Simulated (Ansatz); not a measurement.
# Structure optimisation: manganese, diamond

All numbers below come from DFT, m-r2SCAN, plane waves (500 eV) with PAW, scalar-relativistic (Ansatz 0.2.0). The PAW files were generated under PBE, with cores re-solved for the functional.

k-point mesh 11×11×11, Fermi-Dirac smearing 0.05 eV, starting moments 3.00 ×2 μB. Cell and atoms relax.

Starting structure:

```
Mn
1.0
     0.00000    2.51257    2.51257
     2.51257    0.00000    2.51257
     2.51257    2.51257    0.00000
Mn
2
Direct
  0.12500 0.12500 0.12500
  0.87500 0.87500 0.87500
```

Problem. What cell does the relaxation end in?

Solution. Fd-3m with a = 4.895 Å; 14.66 Å³ per atom against 15.86 at the start (-7.6 %).

Problem. How much energy does the relaxation gain?

Solution. 43.3 meV per atom.

Problem. Which magnetic state does it end in?

Solution. non-magnetic.

m-r²SCAN is r²SCAN on the gauge-invariant kinetic-energy density; without spin polarisation the two are equal.
